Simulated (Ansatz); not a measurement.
The relaxed structure here is a generated cell of Cu2O: the first start was made by placing the elements on the sites of a structure type, and the end was not matched to a known phase here, so it may be hypothetical. Known forms of Cu2O include space group No. 224.

The end point of a relaxation of Cu$_{2}$O. Space group P4₁2₁2 (No. 92). These are PBEsol (plane waves to 420 eV, PAW, scalar-relativistic; Ansatz, an electronic-structure program) values and carry that method's errors.

```cif
data_Cu8O4
_chemical_formula_sum 'O4 Cu8'
_space_group_name_H-M_alt 'P41212'
_space_group_IT_number 92
_space_group_name_Hall 'P 4abw 2nw'
_cell_length_a 4.78307
_cell_length_b 4.78307
_cell_length_c 5.84793
_cell_angle_alpha 90.000
_cell_angle_beta 90.000
_cell_angle_gamma 90.000
loop_
_atom_site_label
_atom_site_type_symbol
_atom_site_symmetry_multiplicity
_atom_site_Wyckoff_symbol
_atom_site_fract_x
_atom_site_fract_y
_atom_site_fract_z
_atom_site_occupancy
O1 O 4 a 0.53262 0.53262 0.00000 1
Cu1 Cu 8 b 0.26323 0.30485 0.21019 1
```

| Property | Result |
|---|---|
| Volume per atom | 11.15 Å³ |
| Band gap | zero (metallic) |
| Shortest distances | Cu–O 1.94 Å; Cu–Cu 2.47 Å; O–O 2.96 Å |
| k-mesh | 8×8×7 |

Band energies at high-symmetry points (eV from the Fermi level; labels of this space group; no spin-orbit coupling), from −5 eV up to 5.0 eV:

```json
[
 {"point": "Γ", "energies": "-4.55 -3.58 -3.48 -3.36 -3.36 -3.17 -3.17 -3.13 -3.01 -2.59 -2.59 -2.53 -2.48 -2.46 -2.41 -2.39 -2.39 -2.12 -2.11 -2.11 -2.10 -2.02 -2.02 -1.97 -1.81 -1.78 -1.75 -1.75 -1.66 -1.66 -1.62 -1.54 -1.54 -1.36 -1.08 -0.84 -0.84 -0.82 -0.52 -0.50 -0.07 0.27 2.49 2.49 4.59 4.59"},
 {"point": "X", "energies": "-3.82 -3.82 -3.57 -3.57 -3.35 -3.35 -3.28 -3.28 -2.99 -2.99 -2.65 -2.65 -2.44 -2.44 -2.27 -2.27 -2.21 -2.21 -2.15 -2.15 -2.07 -2.07 -2.00 -2.00 -1.76 -1.76 -1.66 -1.66 -1.57 -1.57 -1.53 -1.53 -1.37 -1.37 -1.02 -1.02 -0.75 -0.75 -0.38 -0.38 0.86 0.86 1.86 1.86 4.05 4.05 4.87 4.87"},
 {"point": "M", "energies": "-3.54 -3.54 -3.49 -3.49 -3.46 -3.46 -3.08 -3.08 -2.95 -2.95 -2.90 -2.90 -2.58 -2.58 -2.31 -2.31 -2.28 -2.28 -2.17 -2.17 -2.02 -2.02 -2.00 -2.00 -1.68 -1.68 -1.65 -1.65 -1.59 -1.59 -1.57 -1.57 -1.23 -1.23 -1.17 -1.17 -1.05 -1.05 0.03 0.03 1.05 1.05 2.38 2.38 3.45 3.45 4.20 4.20"},
 {"point": "Z", "energies": "-4.28 -4.28 -3.52 -3.52 -3.05 -3.05 -2.97 -2.97 -2.91 -2.91 -2.89 -2.89 -2.52 -2.52 -2.50 -2.50 -2.29 -2.29 -2.21 -2.21 -2.16 -2.16 -1.86 -1.86 -1.83 -1.83 -1.83 -1.83 -1.65 -1.65 -1.37 -1.37 -1.01 -1.01 -0.84 -0.84 -0.68 -0.68 -0.65 -0.65 0.30 0.30 1.18 1.18"},
 {"point": "R", "energies": "-3.79 -3.79 -3.63 -3.63 -3.32 -3.32 -3.29 -3.29 -3.00 -3.00 -2.59 -2.59 -2.52 -2.52 -2.33 -2.33 -2.21 -2.21 -2.14 -2.14 -2.04 -2.04 -1.96 -1.96 -1.77 -1.77 -1.71 -1.71 -1.59 -1.59 -1.57 -1.57 -1.39 -1.39 -1.25 -1.25 -0.67 -0.67 -0.60 -0.60 1.23 1.23 1.64 1.64"},
 {"point": "A", "energies": "-3.57 -3.57 -3.57 -3.57 -3.29 -3.29 -3.29 -3.29 -2.78 -2.78 -2.78 -2.78 -2.46 -2.46 -2.46 -2.46 -2.25 -2.25 -2.25 -2.25 -2.00 -2.00 -2.00 -2.00 -1.69 -1.69 -1.69 -1.69 -1.63 -1.63 -1.63 -1.63 -1.20 -1.20 -1.20 -1.20 -0.54 -0.54 -0.54 -0.54 2.07 2.07 2.07 2.07 3.38 3.38 3.38 3.38"}
]
```

No spin polarisation in the result. The d or f electrons are treated with no Hubbard U.

The run could not lose the symmetry of its start: the end is stationary, and may be a saddle point rather than a minimum.
